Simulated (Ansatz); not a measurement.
**RbCaH3: energy along a strain**

RbCaH3, Pm-3m, a = 4.547 Å (as given, not relaxed at this level: -0.5 GPa). The structure is a COD entry; whether it is the stable form wasn't checked. Ansatz: r2SCAN, PAW, 500 eV, Γ-centred 6×6×6 mesh on 5 atoms, Gaussian smearing 0.05 eV; no spin polarisation. Cell vectors (Å): 4.547 0.000 0.000; 0.000 4.547 0.000; 0.000 0.000 4.547. The cell is strained by x per cent times the pattern (0 0 0 1 0 0) in the order xx yy zz yz xz xy (engineering shears), with fractional coordinates held. y is the free energy over the start, V0 = 18.802 Å³/atom. Symmetry makes y even in x.

```
x (%) y (meV/atom)
-6.00             ?
-3.00          1.00
 0.00          0.00
 0.75          0.06
 1.50          0.25
 2.25          0.56
 3.75          1.56
 4.50          2.24
 5.25          3.06
```

Task: Fit y = c2 x² + c4 x⁴ to the other rows, get the stiffness along the pattern, and predict the missing energy.

Result: Least squares on the rows shown. y = 0.1107 x² + 9.441×10⁻⁶ x⁴. The clamped-ion stiffness p·C·p = 2 × 1.107 eV × 160.2 / 18.802 Å³ = 18.9 GPa, which is C44 in these axes (second derivative at the start, which stands under stress). At x = -6.00 the fit asked for gives 4.00 meV/atom. The run gave 3.99 meV/atom, so the fit is 0.01 meV/atom too high, a small miss on the scale of the series.